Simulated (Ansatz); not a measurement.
## Tl$_{2}$SnCl$_{6}$: relaxation (Ansatz)

Input:

```yaml
crystal:
  lattice:
    - [0.0, 4.992464, 4.992464]
    - [4.992464, 0.0, 4.992464]
    - [4.992464, 4.992464, 0.0]
  atoms:
    - { symbol: Sn, position: [0.0, 0.0, 0.0] }
    - { symbol: Tl, position: [0.25, 0.25, 0.25] }
    - { symbol: Tl, position: [0.75, 0.75, 0.75] }
    - { symbol: Cl, position: [0.76, 0.24, 0.24] }
    - { symbol: Cl, position: [0.24, 0.76, 0.24] }
    - { symbol: Cl, position: [0.24, 0.76, 0.76] }
    - { symbol: Cl, position: [0.76, 0.24, 0.76] }
    - { symbol: Cl, position: [0.24, 0.24, 0.76] }
    - { symbol: Cl, position: [0.76, 0.76, 0.24] }
  symmetry: { tolerance: 0.0003 }
kpoints:
  mp_grid: { grid: [5, 5, 5], shift: [0, 0, 0] }
magnetization:
  spin_polarized: false
scf:
  occupations: { method: fermi_dirac, width: 0.0759 }
  lower_state_search: "off"
hamiltonian:
  pseudopotentials: { kind: paw }
  xc: pbesol
basis:
  ecutwfc: 420
  fft_grid_basis: typed
relax:
  max_steps: 80
  cell: { p_target: 0.0 }
output:
  forces: true
  stress: true
  eigenvalues: true
  bader: true
  populations: true
  elf: true
  write_potential: true
  volumetric_format: npy
  dos:
    e_range: [-12, 8]
    de: 0.05
    projected: { site_lists: { Cl: [Cl], Sn: [Sn], Tl: [Tl] } }
  write_density: true
checkpoint:
  read: saved_state
```

Launch command:

```bash
ansatz run input.yaml --threads 2 --pin off --max-ram 3584MiB --backend cpu --events-out ev --progress --plain --runs-dir out
```

Origin of the cell: a database entry, scaled a little.

The saved state is a converged single point of the same cell.

Steps («new basis» is an SCF on plane waves selected anew at the same cell):

```
step  ΔF (meV/atom)  max force component (eV/Å)  P (GPa)  volume (Å³)  SCF iterations   step was
   1            0.0                       0.623     1.16       248.87               5   accepted
   2           -9.8                       0.222    -0.65       241.80               6   accepted
   3          -11.2                       0.028    -0.16       242.16               5   accepted
   4          -11.2                       0.001    -0.03       241.46               4   accepted
   5          -11.1                       0.001    -0.03       241.46               5  new basis
```

Before:

Space group Fm-3m (No. 225); the run's cell has a = 7.060 Å, b = 7.060 Å, c = 7.060 Å, α = 60.00°, β = 60.00°, γ = 60.00°. Shortest distances: Cl–Sn 2.40 Å, Cl–Cl 3.39 Å, Cl–Tl 3.53 Å.

After:

Space group Fm-3m (No. 225); the run's cell has a = 6.990 Å, b = 6.990 Å, c = 6.990 Å, α = 60.00°, β = 60.00°, γ = 60.00°. Shortest distances: Cl–Sn 2.44 Å, Cl–Cl 3.45 Å, Cl–Tl 3.49 Å.

```xyz
9
Lattice="0.0000 4.9424 4.9424 4.9424 0.0000 4.9424 4.9424 4.9424 0.0000" Properties=species:S:1:pos:R:3 pbc="T T T"
Sn    0.0000    0.0000    0.0000
Tl    2.4712    2.4712    2.4712
Tl    7.4137    7.4137    7.4137
Cl    2.4403    4.9424    4.9424
Cl    4.9424    2.4403    4.9424
Cl    7.4446    4.9424    4.9424
Cl    4.9424    7.4446    4.9424
Cl    4.9424    4.9424    2.4403
Cl    4.9424    4.9424    7.4446
```

```
Free energy lowered by                                                                 : 11.1 meV/atom
Volume change                                                                          : -2.98 %
Final pressure                                                                         : -0.03 GPa
Relaxation steps listed                                                                : 5
Formation energy (elements under the same functional, gases as molecules, uncorrected) : -1.061 eV/atom
```

Caveats: no spin-orbit coupling, though heavy elements are present; the relaxation held the start's symmetry, so the end may be a saddle point.

Time: 50 s on 2 threads of Arm Neoverse V1, on a shared host, peak memory 0.59 GiB, from a saved density.
